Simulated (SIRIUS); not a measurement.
A self-consistent single point of CsPbCl₃ (R32, 5 atoms in the cell; from Materials Project mp-675022, changed as shown).

```
CELL_PARAMETERS angstrom
      3.97629     2.29571     3.27344
     -3.97629     2.29571     3.27344
      0.00000    -4.59142     3.27344
ATOMIC_POSITIONS crystal
  Cs 0.50000 0.50000 0.50000
  Pb 0.00000 0.00000 0.00000
  Cl 0.50000 0.01860 0.98140
  Cl 0.98140 0.50000 0.01860
  Cl 0.01860 0.98140 0.50000
```

Method: LDA (PW92), GBRV LDA ultrasoft pseudopotentials (plane waves; SIRIUS).

SIRIUS settings:

```
setting                                                               value
--------------------------------------  -----------------------------------
parameters.ngridk                                                     6 6 6
parameters.xc_functionals                           [XC_LDA_X, XC_LDA_C_PW]
parameters.gk_cutoff                                           6.325 1/bohr
parameters.pw_cutoff                                          14.143 1/bohr
parameters.smearing                                                gaussian
parameters.smearing_width                                         0.0001 Ha
potentials                              GBRV LDA ultrasoft pseudopotentials
parameters.electronic_structure_method                      pseudopotential
parameters.num_bands                                                     26
parameters.num_mag_dims                                                   0
parameters.num_dft_iter                                                 100
parameters.energy_tol                                              1e-07 Ha
parameters.density_tol                                                1e-06
mixer.type                                                         anderson
mixer.beta                                                              0.7
mixer.use_hartree                                                     false
```

Results:

```
Item                                                      Value
------------------------------------------------  -------------
Number of valence electrons                                  44
Number of bands                                              26
Number of k-points after the program's reduction             32
Number of plane waves (most at a k-point)                  5204
Number of SCF iterations                                     28
FFT grid                                           50 × 50 × 50
Free energy E − TS                                -4455.8041 eV
Gap on the k-point mesh                                 1.90 eV
Pressure                                              -1.71 GPa
Largest force (vector length)                        0.007 eV/Å
```

Forces (eV/Å):
| atom | Fx | Fy | Fz |
|---|---|---|---|
| Cs1 | 0.000 | 0.000 | 0.000 |
| Pb2 | 0.000 | 0.000 | 0.000 |
| Cl3 | 0.003 | -0.006 | 0.000 |
| Cl4 | 0.003 | 0.006 | 0.000 |
| Cl5 | -0.007 | 0.000 | 0.000 |

Stress (GPa, positive for compression):
```
-1.70   0.00   0.00
 0.00  -1.70   0.00
 0.00   0.00  -1.73
```

Gaps are taken between levels on the mesh.

For comparison: a first run was changed to give this one (volume scaled by 0.98), and from it to this one the free energy drops by 8.7 meV/atom, the pressure goes from -2.12 to -1.71 GPa, the largest force moves little (0.010 to 0.007 eV/Å) and the gap on the mesh goes from 1.978 to 1.901 eV.

Spin-orbit coupling is left out, which matters for bands and gaps with elements this heavy. The structure comes from a collection of computed structures, made at another level of theory; the collection holds predicted forms beside known ones.

Cost on one core: very roughly 120 core-seconds.
